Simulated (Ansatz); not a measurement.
MgTe (NiAs type, space group No. 194), a = 4.179 Å, b = 4.179 Å, c = 6.814 Å, α = 90.00°, β = 90.00°, γ = 120.00°.

Relaxed with PBEsol.

Question: Tabulate the valence density and the electron localisation function along the shortest Mg–Mg contact (3.41 Å), DFT-PBEsol in the program Ansatz with PAW potentials.

Answer: 

```csv
distance from Mg (Å),density (e/Å³),ELF
0.34,13.22,0.37
0.51,4.02,0.44
0.68,0.70,0.26
0.85,0.17,0.05
1.02,0.10,0.03
1.19,0.08,0.08
1.36,0.08,0.15
1.53,0.08,0.17
1.70,0.08,0.17
1.87,0.08,0.17
2.04,0.08,0.15
2.21,0.08,0.08
2.39,0.10,0.03
2.56,0.17,0.05
2.73,0.70,0.26
2.90,4.02,0.44
3.07,13.22,0.37
```

The density is the valence pseudo-density with augmentation charge, so density and ELF within about 1 Å of a nucleus are not all-electron values.

Space group P6_3/mmc (NiAs type). The workflow started from a Materials Project entry (that database holds measured and hypothetical structures alike); the Crystallography Open Database copy checked does not list it. COD files the formula under space group No. 186. Its standing as an ambient phase is unchecked. Symmetry was held in the PBEsol relaxation; its stability against distortions is not shown here. Spin–orbit coupling is left out wherever it is not named.

Potentials: the later of the program's two PAW sets.
